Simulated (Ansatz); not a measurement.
Relax this structure to zero stress and force, keeping its symmetry:

```
Mn Pt
1.0
     2.83000    0.00000    0.00000
     0.00000    2.83000    0.00000
     0.00000    0.00000    3.66000
Mn Pt
1 1
Cartesian
  0.0000 0.0000 0.0000
  1.4150 1.4150 1.8300
```

Computed with DFT PBEsol, scalar-relativistic, plane waves, PAW (Ansatz 0.2.0).

Cutoff 420 eV; k points 14×14×12 on the computed 2-atom cell (Γ-centred); Gaussian smearing, width 0.10 eV; collinear spin from starting moments 4.02 0.41 μB.

Task: What does it relax to?

Result: The volume goes down by 0.23 Å³/atom to 14.43 Å³/atom, and the energy falls by 13.5 meV/atom. The cell ends with a moment of 4.31 μB (only this magnetic start was tried). Final structure:
```
CELL_PARAMETERS angstrom
2.87608 0.00000 0.00000
0.00000 2.87608 0.00000
0.00000 0.00000 3.48793
ATOMIC_POSITIONS crystal
Mn 0.00000 0.00000 0.00000
Pt 0.50000 0.50000 0.50000
```

Spin-orbit coupling is left out, which matters for the bands of heavy elements. Only parallel moments were tried here.